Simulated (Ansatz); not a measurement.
**Elastic constants of Pd (Fm-3m) under pressure**

```
CELL_PARAMETERS angstrom
0.00000 1.93904 1.93904
1.93904 0.00000 1.93904
1.93904 1.93904 0.00000
ATOMIC_POSITIONS crystal
Pd 0.00000 0.00000 0.00000
```

This is the zero-pressure cell. At each pressure cell and atoms are relaxed in this structure, and the constants are slopes of the stress at strains of ±0.005 with relaxed ions (the coefficients that govern stability under load). Level: PBEsol, PAW on Ansatz 0.2.0's default frozen-core files (fitted under PBE), scalar-relativistic; k mesh 24×24×24, strains of ±0.005, Fermi-Dirac smearing of 0.100 eV, cutoff 420 eV. P is the pressure of the relaxed cell, less that of this one.

```tsv
P (GPa)	V/V₀	C11 (GPa)	C12 (GPa)	C44 (GPa)
0.00	1.0000	245.7	180.5	86.2
1.03	0.9950	252.2	185.8	88.2
2.01	0.9904	258.2	190.7	90.1
4.05	0.9812	270.7	200.8	94.1
7.03	?	?	?	?
10.07	0.9568	306.5	229.9	105.3
15.08	0.9391	335.2	253.4	114.2
```

Q: Does the bulk modulus from the constants agree with the pressure-volume curve?

A: A third-order Birch-Murnaghan fit to the volumes shown (F against f, f = [(V₀/V)^(2/3) − 1]/2) gives B₀ = 202.2 GPa and B′ = 5.4. Its −V dP/dV stands beside (C11 + 2C12)/3:

```
P (GPa)  from P(V)  from the constants
   0.00      202.2               202.3
   1.03      207.8               207.9
   2.01      213.1               213.2
   4.05      224.0               224.1
  10.07      255.4               255.4
  15.08      281.0               280.6
```

Q: What are the pressure derivatives at zero pressure?

A: Slopes at V₀ of quadratic fits in −ln(V/V₀) through the first four rows shown, divided by B₀: dC11/dP = 6.3, dC12/dP = 5.1, dC44/dP = 2.0. The mean slopes up to 2.0 GPa are 6.2, 5.0, 2.0; curvature and scatter of the constants part the two. The combination (dC11/dP + 2 dC12/dP)/3 = 5.5 stands against B′.

Q: Fill the row at 7.03 GPa.

A: Cubic fits in −ln(V/V₀) through all rows shown give C11 = 288.6, C12 = 215.4, C44 = 99.7 GPa. Computed: V/V₀ = 0.9686, C11 (GPa) = 288.6, C12 (GPa) = 215.3, C44 (GPa) = 99.7.

Q: Does a shear stiffness soften?

A: C44 goes from 86.2 to 114.2 GPa; (C11 − C12)/2 goes from 32.6 to 40.9 GPa. Neither ends more than 3 % under its start, and the lattice stays mechanically stable over this range.

Keep in mind: no other phase was computed; many crystals of this kind change structure within this range, and rows or crossings beyond such a change describe a metastable lattice; frozen-core PAW files fitted under PBE, their cores solved anew for the functional of the run; responses of metals move with mesh and smearing; phonons weren't checked at these pressures.
